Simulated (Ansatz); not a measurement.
A geometry of Sn away from equilibrium: the start of the relaxation of a relaxed Sn cell, doubled along one cell vector, shaken by Gaussian noise of σ = 0.08 Å a coordinate. Calculation: PBE (plane waves to 420 eV, PAW, scalar-relativistic; Ansatz, a first-principles code). Γ-centred k-mesh 11×11×6 on the run's cell (coarser than for final values), Fermi–Dirac smearing 0.05 eV.

```xyz
2
Lattice="2.2141 1.2783 1.7314 -2.2141 1.2783 1.7314 0.0000 -5.1132 3.4628" Properties=species:S:1:pos:R:3:forces:R:3 pbc="T T T" free_energy=-12048.257 pressure_GPa=0.2
Sn    -0.0889    -0.0213     2.5891   -0.0097    0.1117   -0.0714
Sn     0.0572    -2.5617     4.2560    0.0097   -0.1117    0.0714
```

Positions in Å, forces in eV/Å, free energy of the cell in eV (comparable only within this code, potentials and settings). Largest force: 0.13 eV/Å, on Sn1, Sn2 (atoms numbered as listed); the geometry lies 0.05 eV/atom above the end of its relaxation.

No spin polarisation in the result.

The run could not lose the symmetry of its start: the end is stationary, and may be a saddle point rather than a minimum.

The end of the path is a generated cell of Sn: the first start was made by placing the elements on the sites of a structure type, and the end was not matched to a known phase here, so it may be hypothetical. Known forms of Sn include space group No. 141, 227.
